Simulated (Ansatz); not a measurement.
Zr2Cd under strong compression

```yaml
crystal:
  lattice:
    - [0.00000, 2.18834, 6.99984]
    - [2.18232, 0.00000, 6.99984]
    - [2.18232, 2.18834, 0.00000]
  atoms:
    - { symbol: Zr, position: [0.16884, 0.16884, 0.83116] }
    - { symbol: Zr, position: [0.83116, 0.83116, 0.16884] }
    - { symbol: Cd, position: [0.50000, 0.50000, 0.50000] }
```

The base volume is that of a database entry, so it needn't be at zero pressure; the structure needn't be the stable phase, at rest or compressed.

Its volume is scaled at fixed shape and fractional positions.

Level of theory: DFT with PBEsol, scalar-relativistic, in Ansatz 0.2.0; a Γ-centred 12×12×12 k mesh, Fermi–Dirac smearing of 0.05 eV, no spin polarisation. LAPW: all electrons, basis error target 1 meV/atom; PAW: frozen-core files, cutoff 420 eV; crystal datasets: all electrons, by PAW datasets that the program makes for each cell.

Energies are extrapolated to zero smearing and count from the unscaled cell; pressure is positive in compression; gaps take the mesh and a band path. No temperature or zero-point motion is included.

The PAW files were made under PBE. The structure type is held throughout; the real material can change phase at far lower pressure.

| V/V0 | V (Å³/atom) | P LAPW (GPa) | ΔE LAPW (eV/atom) | P PAW − LAPW (GPa) | ΔE PAW − LAPW (meV/atom) |
| --- | --- | --- | --- | --- | --- |
| 1.00 | 22.29 | -3.63 | 0.000 | -0.01 | 0.0 |
| 0.90 | 20.06 | ? | 0.016 | -0.01 | -0.2 |
| 0.75 | 16.71 | ? | 0.441 | -0.02 | -0.5 |
| 0.45 | 10.03 | 326.3 | 5.978 | -0.02 | -2.1 |

**Question.** Give the missing entry: row "0.90", column "P LAPW (GPa)".

**Answer.** 6.98.

**Question.** What belongs in the row "0.75", column "P LAPW (GPa)"?

**Answer.** 37.9.

**Question.** From the table, what is the rise of the enthalpy H = E + pV up to the last row, and how stiff is the crystal between the last two rows?

**Answer.** ΔH = 5.978 eV + (326.3 GPa × 10.03 Å³ + 3.63 GPa × 22.29 Å³) × 0.006242 eV/(GPa·Å³) = 26.91 eV/atom, of which pV makes 78 %. The mean bulk modulus there is −ΔP/Δln V = 565 GPa.

**Question.** At the smallest volume, how far do crystal datasets lie from LAPW in pressure and in the largest force component?

**Answer.** crystal datasets: +0.01 GPa, 0.001 eV/Å, on a LAPW pressure of 326.3 GPa.

**Question.** How do the Löwdin populations by LAPW change from the unscaled cell to the last row?

**Answer.** Zr 4s 1.96 → 1.83, Zr 5s 0.91 → 0.59, Zr 4p 5.98 → 5.80, Zr 4d 3.33 → 4.40, Cd 4s 1.99 → 1.93, Cd 5s 1.18 → 0.81, Cd 4d 9.93 → 9.78 electrons an atom. These are projections on the shells that the free atoms fill; 0.54 e a cell lies outside them at the start and 0.29 e at the end.
